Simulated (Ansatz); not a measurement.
Phonons of a relaxed structure of C by density-functional perturbation theory (low response-accuracy setting, no LO–TO term) at Γ and zone-boundary points with q components 0 or ½ of the primitive reciprocal vectors. Method: r2SCAN (plane waves to 500 eV, PAW, scalar-relativistic; Ansatz, a program for electronic structure). Γ-centred k-mesh 18×18×18, Fermi–Dirac smearing 0.05 eV.

```yaml
crystal:
  lattice:
    - [0.00000, 1.78014, 1.78014]
    - [1.78014, 0.00000, 1.78014]
    - [1.78014, 1.78014, 0.00000]
  atoms:
    - { symbol: C, position: [0.00000, 0.00000, 0.00000] }
    - { symbol: C, position: [0.25000, 0.25000, 0.25000] }
```

Space group Fd-3m (No. 227), diamond type.

```
q            wavenumbers (cm⁻¹; i marks imaginary)
-----------  -------------------------------------
Γ                                0 (×3), 1323 (×3)
L (½, 0, 0)        560 (×2), 1058, 1220 (×2), 1283
X (½, ½, 0)         802 (×2), 1074 (×2), 1223 (×2)
```

No instability shows at these points (nothing beyond 15i cm⁻¹, the threshold used here). Other wavevectors were not sampled, so this does not prove stability.

No spin polarisation in the result.
